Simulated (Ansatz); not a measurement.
MgO (rock salt, space group No. 225), plane-wave PAW PBE (Ansatz code), all energies at zero smearing, with the estimated change up to a 700 eV cutoff added, with one set of potentials and settings (totals compare only within such a set). Cell of 2 atoms (1 Mg, 1 O): -2494.145 eV.

```
element                            reference phase  E (eV/atom)
-------  -----------------------------------------  -----------
Mg                   P6_3/mmc, 2 atoms in the cell   -1923.8026
O        C2/m, 4 atoms in the cell, spin-polarised    -565.0000
```

Formation energy per atom, worked out: (-2494.145 − 1×(-1923.8026) − 1×(-565.0000))/2 = -2.671 eV/atom (-258 kJ per mol of atoms), at 0 K, without zero-point energy or fitted corrections.

Space group Fm-3m (rock salt). The PBE relaxation kept the symmetry of its start. The references are the lowest solids computed at this level, not always the standard phases (solids in place of the gases).

Potentials: the later of the program's two PAW sets.
